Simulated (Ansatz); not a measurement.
A geometry of Ti away from equilibrium: step 19 of the relaxation of a relaxed Ti cell displaced along its unstable phonon at q = Γ (106i cm⁻¹), largest move 0.15 Å. Method: PBEsol (plane waves to 420 eV, PAW, scalar-relativistic; Ansatz, a program for electronic structure). Γ-centred k-mesh 8×8×14 on the run's cell (coarser than for final values), Fermi–Dirac smearing 0.05 eV.

```xyz
2
Lattice="3.2756 0.0000 0.0000 -1.6378 2.8367 0.0000 0.0000 0.0000 3.4005" Properties=species:S:1:pos:R:3:forces:R:3 pbc="T T T" free_energy=-4946.886 pressure_GPa=9.1
Ti     0.0000     1.8912     0.8501    0.0000    0.0000    0.0000
Ti     1.6378     0.9456    -0.8501    0.0000    0.0000    0.0000
```

Positions in Å, forces in eV/Å, free energy of the cell in eV (comparable only within this code, potentials and settings). Largest force: all forces are below 0.005 eV/Å; the geometry lies 0.46 eV/atom above the end of its relaxation.

No spin polarisation in the result.

The run could not lose the symmetry of its start.

Of the parent cell (P6/mmm (No. 191)): it is a generated cell of Ti: the first start was made by placing the elements on the sites of a structure type, and the end was not matched to a known phase here, so it may be hypothetical. Known forms of Ti include space group No. 194.
